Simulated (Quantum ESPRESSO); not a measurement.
## Calculated data, ZnGa3N4 (made-up cell)

Calculation on a made-up crystal cell, not a measurement: periodic Kohn-Sham density functional theory in plane waves with PseudoDojo standard norm-conserving scalar-relativistic pseudopotentials, each functional with its own files (v0.5 for PBE, v0.4.1 for LDA and PBEsol), no spin polarisation, no spin-orbit coupling, atoms not relaxed, stress positive in tension, energies less a fixed whole-eV offset for each atom's element; levels are Kohn-Sham levels at fractions of this cell's reciprocal vectors, counted from the reference band (half the neutral cell's valence electrons, rounded up) at Gamma; error bars cover cutoff and k-mesh only, not smearing or the files; added strain carries the atoms with the cell, and shear is the tensor component; each bar is the largest change over components, and at least 0.002 eV, 0.002 eV per angstrom or 0.02 GPa; energies are for the whole cell, and the offsets were chosen from early runs and are not element reference energies. Program: Quantum ESPRESSO 7.5.

Common to all runs: lattice type wurtzite; functional pbe; cutoff 1143 eV; fermi dirac smearing 0.1 eV; scf tolerance 1e-07 eV; electrons removed 0; added strain kind uniform; k mesh 7 x 6 x 6, shifted by half a step.

(1) ZnGa3N4 (made-up cell)

Unstrained structure:
```cif
# cell vector a (Å): 3.2959 0.0000 0.0000
# cell vector b (Å): 0.0000 5.7087 0.0000
# cell vector c (Å): 0.0000 0.0000 5.3822
data_ZnGa3N4
_symmetry_space_group_name_H-M 'P 1'
_symmetry_Int_Tables_number 1
_cell_length_a 3.2959
_cell_length_b 5.7087
_cell_length_c 5.3822
_cell_angle_alpha 90.000
_cell_angle_beta 90.000
_cell_angle_gamma 90.000
_cell_volume 101.27
loop_
_atom_site_label
_atom_site_type_symbol
_atom_site_fract_x
_atom_site_fract_y
_atom_site_fract_z
_atom_site_occupancy
Ga1 Ga 0.00252 0.98926 0.00329 1
Zn1 Zn 0.48818 0.49495 0.00860 1
Ga2 Ga 0.50105 0.17335 0.50197 1
Ga3 Ga 0.02012 0.67618 0.50595 1
N1 N 0.99857 0.99851 0.37169 1
N2 N 0.51710 0.49400 0.38049 1
N3 N 0.48354 0.16746 0.87438 1
N4 N 0.99220 0.65786 0.87124 1
```

* added strain: -0.0246
* structure shown: before the added strain of -0.0246
* free energy less offsets: -2.537 eV
* smearing term minus ts: -0.08726 eV
* scf iterations: 13
* pressure: 2.215 GPa
* stress xx: 1.971 GPa
* stress yy: -3.149 GPa
* stress zz: -5.467 GPa
* stress yz: 1.146 GPa
* stress xz: 0.251 GPa
* stress xy: -0.6939 GPa
* fermi level: -0.6128 eV
* reference band: 40
* error bar energy: 0.00445 eV
* error bar stress: 0.04032 GPa
* error bar force: 0.00682 eV/Å
* error bar next band up: 0.003094 eV
* error bar fermi level: 0.002756 eV
* error bars from: tighter rerun of a related cell

Atoms:
```tsv
atoms element	atom site	atom energy offset (eV)
Ga	1	-2080
Zn	2	-5687
Ga	3	-2080
Ga	4	-2080
N	5	-283
N	6	-283
N	7	-283
N	8	-283
```

Forces:
```tsv
site	x (eV/Å)	y (eV/Å)	z (eV/Å)
1	-0.4759	0.5209	-0.5729
2	0.1835	0.1085	-0.1261
3	-0.04121	-0.5483	0.03562
4	-0.2355	-1.094	-0.5048
5	0.1335	0.348	0.4144
6	-0.1136	1.081	0.5669
7	0.5165	-1.31	0.009151
8	0.03279	0.8946	0.1777
```

Levels:
```tsv
level k point	next band up (eV)
Gamma	1.498
(1/2,1/2,1/2)	3.846
(0.15,0,0)	2.586
(0,0.15,0)	1.966
(0,0,0.15)	2.043
```

(2) ZnGa3N4 (made-up cell)

Structure as in entry 1.

* added strain: -0.0167
* structure shown: before the added strain of -0.0167
* free energy less offsets: -2.541 eV
* smearing term minus ts: -0.0896 eV
* scf iterations: 13
* pressure: -1.653 GPa
* stress xx: 5.279 GPa
* stress yy: 0.8716 GPa
* stress zz: -1.193 GPa
* stress yz: 1.009 GPa
* stress xz: 0.1749 GPa
* stress xy: -0.6304 GPa
* fermi level: -0.5976 eV
* reference band: 40
* error bar energy: 0.00445 eV
* error bar stress: 0.04032 GPa
* error bar force: 0.00682 eV/Å
* error bar next band up: 0.003094 eV
* error bar fermi level: 0.002756 eV
* error bars from: tighter rerun of a related cell

Atoms:
```tsv
atoms element	atom site	atom energy offset (eV)
Ga	1	-2080
Zn	2	-5687
Ga	3	-2080
Ga	4	-2080
N	5	-283
N	6	-283
N	7	-283
N	8	-283
```

Forces:
```tsv
site	x (eV/Å)	y (eV/Å)	z (eV/Å)
1	-0.4314	0.4999	-0.54
2	0.1769	0.08756	-0.1231
3	-0.03701	-0.4892	0.03493
4	-0.2385	-1.043	-0.4582
5	0.1329	0.3087	0.3929
6	-0.1275	0.999	0.5641
7	0.4746	-1.274	-0.006451
8	0.04988	0.9111	0.1359
```

Levels:
```tsv
level k point	next band up (eV)
Gamma	1.356
(1/2,1/2,1/2)	3.766
(0.15,0,0)	2.462
(0,0.15,0)	1.839
(0,0,0.15)	1.915
```

(3) ZnGa3N4 (made-up cell)

Structure as in entry 1.

* added strain: -0.0045
* structure shown: before the added strain of -0.0045
* free energy less offsets: -2.444 eV
* smearing term minus ts: -0.09325 eV
* scf iterations: 13
* pressure: -6.799 GPa
* stress xx: 9.654 GPa
* stress yy: 6.236 GPa
* stress zz: 4.505 GPa
* stress yz: 0.8208 GPa
* stress xz: 0.07261 GPa
* stress xy: -0.5427 GPa
* fermi level: -0.5748 eV
* reference band: 40
* error bar energy: 0.00445 eV
* error bar stress: 0.04032 GPa
* error bar force: 0.00682 eV/Å
* error bar next band up: 0.003094 eV
* error bar fermi level: 0.002756 eV
* error bars from: tighter rerun of a related cell

Atoms:
```tsv
atoms element	atom site	atom energy offset (eV)
Ga	1	-2080
Zn	2	-5687
Ga	3	-2080
Ga	4	-2080
N	5	-283
N	6	-283
N	7	-283
N	8	-283
```

Forces:
```tsv
site	x (eV/Å)	y (eV/Å)	z (eV/Å)
1	-0.3671	0.4675	-0.4955
2	0.1655	0.05745	-0.1205
3	-0.03328	-0.404	0.03706
4	-0.2403	-0.9673	-0.3905
5	0.1341	0.2518	0.3607
6	-0.1478	0.8825	0.5582
7	0.4144	-1.221	-0.028
8	0.07446	0.9334	0.07854
```

Levels:
```tsv
level k point	next band up (eV)
Gamma	1.141
(1/2,1/2,1/2)	3.641
(0.15,0,0)	2.275
(0,0.15,0)	1.648
(0,0,0.15)	1.725
```

(4) ZnGa3N4 (made-up cell)

Structure as in entry 1.

- added strain: 0.001
- structure shown: before the added strain of 0.001
- free energy less offsets: -2.362 eV
- smearing term minus ts: -0.09493 eV
- scf iterations: 13
- pressure: -8.82 GPa
- stress xx: 11.36 GPa
- stress yy: 8.347 GPa
- stress zz: 6.75 GPa
- stress yz: 0.7439 GPa
- stress xz: 0.03053 GPa
- stress xy: -0.5055 GPa
- fermi level: -0.5647 eV
- reference band: 40
- error bar energy: 0.00445 eV
- error bar stress: 0.04032 GPa
- error bar force: 0.00682 eV/Å
- error bar next band up: 0.003094 eV
- error bar fermi level: 0.002756 eV
- error bars from: tighter rerun of this cell

Atoms:
```tsv
atoms element	atom site	atom energy offset (eV)
Ga	1	-2080
Zn	2	-5687
Ga	3	-2080
Ga	4	-2080
N	5	-283
N	6	-283
N	7	-283
N	8	-283
```

Forces:
```tsv
site	x (eV/Å)	y (eV/Å)	z (eV/Å)
1	-0.3392	0.4543	-0.4765
2	0.1607	0.04536	-0.1185
3	-0.03134	-0.3692	0.0373
4	-0.2405	-0.935	-0.3623
5	0.1341	0.2278	0.3473
6	-0.156	0.8343	0.5555
7	0.3884	-1.199	-0.03697
8	0.08393	0.941	0.0543
```

Levels:
```tsv
level k point	next band up (eV)
Gamma	1.046
(1/2,1/2,1/2)	3.584
(0.15,0,0)	2.193
(0,0.15,0)	1.565
(0,0,0.15)	1.642
```

(5) ZnGa3N4 (made-up cell)

Structure as in entry 1.

* added strain: 0.0036
* structure shown: before the added strain of 0.0036
* free energy less offsets: -2.317 eV
* smearing term minus ts: -0.09573 eV
* scf iterations: 13
* pressure: -9.72 GPa
* stress xx: 12.12 GPa
* stress yy: 9.292 GPa
* stress zz: 7.747 GPa
* stress yz: 0.7097 GPa
* stress xz: 0.01216 GPa
* stress xy: -0.4907 GPa
* fermi level: -0.5598 eV
* reference band: 40
* error bar energy: 0.00445 eV
* error bar stress: 0.04032 GPa
* error bar force: 0.00682 eV/Å
* error bar next band up: 0.003094 eV
* error bar fermi level: 0.002756 eV
* error bars from: tighter rerun of a related cell

Atoms:
```tsv
atoms element	atom site	atom energy offset (eV)
Ga	1	-2080
Zn	2	-5687
Ga	3	-2080
Ga	4	-2080
N	5	-283
N	6	-283
N	7	-283
N	8	-283
```

Forces:
```tsv
site	x (eV/Å)	y (eV/Å)	z (eV/Å)
1	-0.327	0.4463	-0.4688
2	0.1579	0.03881	-0.1185
3	-0.02971	-0.3535	0.03793
4	-0.2403	-0.9184	-0.349
5	0.1333	0.2164	0.3415
6	-0.1597	0.8113	0.5532
7	0.3771	-1.186	-0.04025
8	0.08852	0.9454	0.04399
```

Levels:
```tsv
level k point	next band up (eV)
Gamma	1.001
(1/2,1/2,1/2)	3.557
(0.15,0,0)	2.155
(0,0.15,0)	1.527
(0,0,0.15)	1.603
```

(6) ZnGa3N4 (made-up cell)

Structure as in entry 1.

- added strain: 0.0066
- structure shown: before the added strain of 0.0066
- free energy less offsets: -2.258 eV
- smearing term minus ts: -0.09666 eV
- scf iterations: 13
- pressure: -10.71 GPa
- stress xx: 12.95 GPa
- stress yy: 10.32 GPa
- stress zz: 8.848 GPa
- stress yz: 0.6714 GPa
- stress xz: -0.008237 GPa
- stress xy: -0.4729 GPa
- fermi level: -0.5544 eV
- reference band: 40
- error bar energy: 0.00445 eV
- error bar stress: 0.04032 GPa
- error bar force: 0.00682 eV/Å
- error bar next band up: 0.003094 eV
- error bar fermi level: 0.002756 eV
- error bars from: tighter rerun of a related cell

Atoms:
```tsv
atoms element	atom site	atom energy offset (eV)
Ga	1	-2080
Zn	2	-5687
Ga	3	-2080
Ga	4	-2080
N	5	-283
N	6	-283
N	7	-283
N	8	-283
```

Forces:
```tsv
site	x (eV/Å)	y (eV/Å)	z (eV/Å)
1	-0.3135	0.4386	-0.458
2	0.1551	0.03338	-0.1173
3	-0.02893	-0.3348	0.03837
4	-0.2402	-0.9023	-0.3349
5	0.1334	0.205	0.3341
6	-0.1637	0.786	0.5516
7	0.3643	-1.174	-0.04635
8	0.09358	0.9484	0.03238
```

Levels:
```tsv
level k point	next band up (eV)
Gamma	0.9504
(1/2,1/2,1/2)	3.525
(0.15,0,0)	2.112
(0,0.15,0)	1.483
(0,0,0.15)	1.559
```
